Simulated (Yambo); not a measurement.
Yambo run on BaSnO₃ (cubic perovskite, space group Pm-3m, No. 221). The wavefunctions are norm-conserving PBE (stringent potentials; Quantum ESPRESSO, 102 Ry, no spin-orbit coupling) ones on a 4×4×4 mesh (25 occupied bands); a = b = c = 4.1198 Å, α = β = γ = 90.00°.

Yambo input:

```
rim_cut
HF_and_locXC
RandQpts= 1000000
RandGvec= 1 Ry
EXXRLvcs= 102 Ry
VXCRLvcs= 408 Ry
% QPkrange
 1 | 1 | 25 | 26 |
 3 | 3 | 25 | 26 |
 6 | 6 | 25 | 26 |
 10 | 10 | 25 | 26 |
%
```

k points by index: 1 = Γ, 3 = X, 6 = M, 10 = R.

Resulting energies as the program prints them:

```
#    K-point    Band    Eo [eV]    Ehf [eV]    Vxc [eV]    Vnlxc [eV]
#
    1    25    -0.473620    -5.693894    -19.57820    -24.79847
    1    26    0.963502    4.966697    -16.55988    -12.55668
    3    25    -0.983871    -6.691166    -18.73695    -24.44425
    3    26    4.975847    10.06630    -19.30168    -14.21123
    6    25    -0.047415    -5.559046    -19.74813    -25.25976
    6    26    6.775158    12.55827    -17.26634    -11.48323
    10    25    0.000000    -5.487560    -19.87713    -25.36469
    10    26    5.320907    10.07300    -12.12917    -7.377075
```
Exchange alone, without screening.

Geometry relaxed with PBEsol.
